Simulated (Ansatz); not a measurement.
MoHS₂:
```
CELL_PARAMETERS angstrom
      3.27198     0.00000     0.00000
     -1.63599     2.83362     0.00000
      0.00000     0.00000    12.65669
ATOMIC_POSITIONS crystal
  S  0.66667 0.33333 0.00006
  Mo 0.33333 0.66667 0.12304
  S  0.66667 0.33333 0.23990
  H  0.66667 0.33333 0.35039
  S  0.33333 0.66667 0.50006
  Mo 0.66667 0.33333 0.62304
  S  0.33333 0.66667 0.73990
  H  0.33333 0.66667 0.85039
```

Relaxed with r²SCAN+D4. Special points in fractions of this cell's reciprocal vectors: Γ (0.000, 0.000, 0.000); M (0.500, 0.000, 0.000); K (0.333, 0.333, 0.000); A (0.000, 0.000, 0.500); L (0.500, 0.000, 0.500); H (0.333, 0.333, 0.500).

Q: List the band energies nearest the Fermi level at these points for r²SCAN+D4 with spin–orbit coupling (plane waves, PAW; program Ansatz).

A: In eV from the Fermi level; about four levels below and three above (degenerate sets whole), none deeper than 8.9 eV; points with the same levels are listed once.

```
k                    below                above
-  -----------------------  -------------------
Γ  -2.55 -2.55 -1.75 -1.75  0.62 0.62 0.63 0.63
M  -2.86 -2.86 -2.66 -2.66  0.35 0.35 0.39 0.39
K  -0.40 -0.40 -0.39 -0.39       0.49 0.49 0.58
A  -2.04 -2.04 -2.04 -2.04  0.63 0.63 0.63 0.63
L  -2.76 -2.76 -2.76 -2.76  0.37 0.37 0.37 0.37
H  -0.40 -0.40 -0.39 -0.39  0.55 0.55 0.64 0.64
```

Space group P6_3mc. The cell is a constructed one: a structure type filled with these elements; neither database checked (COD, Materials Project) lists it. Its standing as an ambient phase is unchecked. Symmetry was held in the r²SCAN+D4 relaxation; whether a distortion lowers the energy is not shown. The run is not spin-polarised.

Potentials: the later of the program's two PAW sets.
